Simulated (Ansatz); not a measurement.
TaAs:
Space group I4₁md (No. 109); a = b = 3.429 Å, c = 11.584 Å, α = β = γ = 90.00°

```json
[
 {"atom": "Ta", "site": "4a", "symmetry": "2mm.", "x": "0.0000", "y": "0.0000", "z": "0.7503"},
 {"atom": "As", "site": "4a", "symmetry": "2mm.", "x": "0.0000", "y": "0.0000", "z": "0.3323"}
]
```
(The calculation used a cell of 4 atoms; values per cell refer to that cell.)

Relaxed with PBEsol.

### Question
Decompose the optical modes at the zone centre into irreducible representations, and say which are infrared and Raman allowed.

### Answer
Point group 4mm: Γ_opt = A1 + 2B1 + 3E. Infrared: A1, E. Raman: A1, B1, E.

### Question
Assign frequencies (DFPT, PBEsol (plane waves, PAW; program Ansatz)).

### Answer
E 127, B1 169, E 232, A1 250, B1 259, E 262 cm⁻¹.

Subscripts of B labels follow the axes of the standard setting.

Space group I4_1md. The PBEsol relaxation kept the symmetry of its start. The run is not spin-polarised. A small band overlap can be real or an error of a semilocal functional. As this level gives no gap, phonon frequencies hold no LO–TO term and depend on the k-mesh and smearing (Fermi–Dirac, 0.1 eV here). Spin–orbit coupling is left out wherever it is not named.

Potentials: the earlier of the program's two PAW sets. The files were generated under PBE; for other functionals the program regenerates the frozen cores, and for LDA and PBEsol the local potential too.
